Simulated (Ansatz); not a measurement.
Consider the following.

CaI2:
```
CELL_PARAMETERS angstrom
      4.48979     0.00000     0.00000
     -2.24490     3.88828     0.00000
      0.00000     0.00000     7.05712
ATOMIC_POSITIONS crystal
  Ca 0.00000 0.00000 0.00000
  I  0.33333 0.66667 0.25021
  I  0.66667 0.33333 0.74979
```

This is the r²SCAN+D4-relaxed structure.

Task: All from r²SCAN+D4 (plane waves, PAW; program Ansatz), unless another level is named. Predict the electron effective mass with spin–orbit coupling.

Result: 0.35, 1.2, 3.3 mₑ (principal values).

Task: Predict the smallest direct gap on the standard path.

Result: 4.75 eV.

Task: Next, the weight of the valence-edge state by species (Voronoi cells)?

Result: I 96 %, Ca 4 %.

Space group P-3m1 (CdI2 type). The first step of the workflow began from a Materials Project structure, measured or hypothetical; the Crystallography Open Database files this formula in space group No. 164, but the cells were not matched. Whether it is the stable phase at ambient conditions was not checked. The cell was relaxed with r²SCAN+D4 under the symmetry of its start; its stability against distortions is not shown here. Scalar-relativistic: spin–orbit coupling is off unless named, which matters more the heavier the elements.

Potentials: the later of the program's two PAW sets.
